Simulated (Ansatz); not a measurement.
MoSeS:
```
MoSeS
1.0
    3.24257     0.00000     0.00000
   -1.62129     2.80815     0.00000
    0.00000     0.00000    12.94975
Mo Se S
2 2 2
Direct
  0.00000   0.00000   0.26262
  0.00000   0.00000   0.73738
  0.66667   0.33333   0.86774
  0.33333   0.66667   0.13226
  0.33333   0.66667   0.37985
  0.66667   0.33333   0.62015
```

Relaxed with r²SCAN+D4. Independent-particle spectrum: no excitons, no local fields, no scissors shift; 0.1 eV broadening; ε₁ of the summed bands alone.

Problem. Tabulate the dielectric function from plane-wave PAW r²SCAN+D4 (Ansatz code).

Solution. 

```
E (eV)  ε₁ xx  ε₂ xx  ε₁ zz  ε₂ zz
------  -----  -----  -----  -----
0.0     15.36   0.00   9.07   0.00
0.3     15.49   0.00   9.10   0.00
0.6     15.93   0.00   9.20   0.00
0.9     16.77   0.00   9.37   0.00
1.2     18.30   0.00   9.64   0.00
1.5     22.03   0.12  10.06   0.00
1.8     23.17   8.39  10.80   0.01
2.1     23.72   8.80  12.54   1.33
2.4     26.75  17.33  11.70   2.41
2.7     15.17  27.50  12.13   3.20
3.0      2.52  21.29  11.94   4.58
3.3      1.60  16.65   9.92   3.99
3.6      4.89  13.17  11.57   3.28
3.9      5.31  15.22  13.19   5.04
4.2      3.15  15.89  13.34   6.04
4.5     -3.68  14.18  15.44   8.38
4.8     -1.10  10.29  12.81  11.45
5.1     -0.38  10.93  13.68  19.62
5.4     -2.69   9.86   3.35  18.52
5.7     -1.13   8.96  -0.86  17.12
6.0     -2.57   9.01  -4.08  12.38
6.3     -3.03   7.60  -3.30   8.17
6.6     -3.50   6.68  -2.15   6.18
6.9     -3.72   5.13  -0.55   5.22
7.2     -2.71   3.41   0.05   4.70
7.5     -1.94   3.56   1.34   4.73
7.8     -1.80   3.64   1.33   5.27
8.1     -1.81   2.20   2.74   4.84
8.4     -0.79   1.62   2.41   8.73
8.7      0.13   1.45  -0.46   6.36
9.0      1.41   1.73   0.95   5.90
9.3      1.97   2.73   0.88   6.12
9.6      1.81   3.63   1.00   7.04
9.9      1.25   4.10  -0.62   7.21
10.2     1.04   4.41  -1.61   6.80
10.5     0.56   4.27  -1.88   5.45
10.8     0.35   4.27  -1.82   4.82
11.1     0.51   4.33  -1.22   4.87
11.4     0.05   4.70  -1.67   4.98
11.7    -0.47   4.86  -1.90   4.85
12.0    -1.23   4.55  -2.07   4.35
```

Problem. From ε at 3.6 eV (xx: 4.89 + 13.17i), find n, k, the normal reflectivity and the absorption coefficient.

Solution. n = 3.08, k = 2.140, R = 42 %, α = 2kE/ħc = 780000 cm⁻¹.

With all bands, ε∞ without local fields is 15.4 (xx = yy), 9.13 (zz). DFPT, with local fields, gives 15.4 (xx = yy), 5.87 (zz).

Space group P-3m1. The first step of the workflow began from a Materials Project structure, measured or hypothetical; the Crystallography Open Database copy checked does not list it. Its standing as an ambient phase is unchecked. Symmetry was held in the r²SCAN+D4 relaxation; its stability against distortions is not shown here. No spin polarisation was allowed. Scalar-relativistic: spin–orbit coupling is off unless named, which matters more the heavier the elements.

Potentials: the later of the program's two PAW sets.
